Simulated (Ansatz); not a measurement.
**SiC (zinc blende), scan of one atom of the cell**

Relaxed SiC (zinc blende):

```
CELL_PARAMETERS angstrom
      0.00000     2.17839     2.17839
      2.17839     0.00000     2.17839
      2.17839     2.17839     0.00000
ATOMIC_POSITIONS crystal
  C  0.75000 0.75000 0.75000
  Si 0.00000 0.00000 0.00000
```

Scan: atom 2 (Si, nearest neighbour C at 1.887 Å; its periodic images, 3.1 Å or more away, move with it) is displaced along Cartesian [111], direction (0.577, 0.577, 0.577) in Cartesian axes, by s. The other atoms stay.

All values below come from PBEsol (plane waves to 420 eV, PAW, scalar-relativistic; Ansatz, an electronic-structure program). k mesh 10×10×10 (Γ-centred), Fermi-Dirac smearing 0.05 eV. The energy includes the smearing's −TS. Stress and pressure are positive under compression. Left out: 1 of 11 points, with atoms too close for the PAW data. As the smearing reaches across the gap at some points, energies and forces of such displacements shift with the k mesh and the smearing. F∥ is the force on the atom along that direction. SiC was relaxed with its symmetry unable to fall. The zero of ΔE is the undisplaced structure.

```json
[
 {"s (Å)": "-0.456", "ΔE (meV/cell)": "3792", "P (GPa)": "50.4", "F∥ (eV/Å)": "22.626"},
 {"s (Å)": "-0.342", "ΔE (meV/cell)": "1795", "P (GPa)": "23.8", "F∥ (eV/Å)": "13.101"},
 {"s (Å)": "-0.228", "ΔE (meV/cell)": "680", "P (GPa)": "8.9", "F∥ (eV/Å)": "6.896"},
 {"s (Å)": "-0.114", "ΔE (meV/cell)": "145", "P (GPa)": "1.9", "F∥ (eV/Å)": "2.749"},
 {"s (Å)": "0.000", "ΔE (meV/cell)": "0", "P (GPa)": "0.0", "F∥ (eV/Å)": "0.000"},
 {"s (Å)": "0.114", "ΔE (meV/cell)": "106", "P (GPa)": "1.3", "F∥ (eV/Å)": "-1.701"},
 {"s (Å)": "0.228", "ΔE (meV/cell)": "356", "P (GPa)": "4.2", "F∥ (eV/Å)": "-2.569"},
 {"s (Å)": "0.342", "ΔE (meV/cell)": "666", "P (GPa)": "7.7", "F∥ (eV/Å)": "-2.786"},
 {"s (Å)": "0.456", "ΔE (meV/cell)": "974", "P (GPa)": "10.9", "F∥ (eV/Å)": "-2.542"},
 {"s (Å)": "0.570", "ΔE (meV/cell)": "1235", "P (GPa)": "12.9", "F∥ (eV/Å)": "-2.003"}
]
```

Derived quantities:

The energy at s = 0.570 Å is 1235 meV/cell and the force along the line at s = -0.456 Å is 22.6 eV/Å. The force constant k = d²E/ds² at s = 0 (finite differences) is 19.1 eV/Å² and the zone-centre optical wavenumber from k comes out as 786 cm⁻¹. Symmetry of the curve: not even: the negative side lies higher at ±0.456 Å. Shape of the curve: a single well with its minimum at or next to zero displacement. Harmonic estimate at the end of the scan: ½ks² = 3104 meV/cell against the computed 1235 meV/cell, so the well is softer than harmonic there.

(A displaced cell: forces are minus the slopes of the energy, force constants its curvatures, and phonons follow from these.)
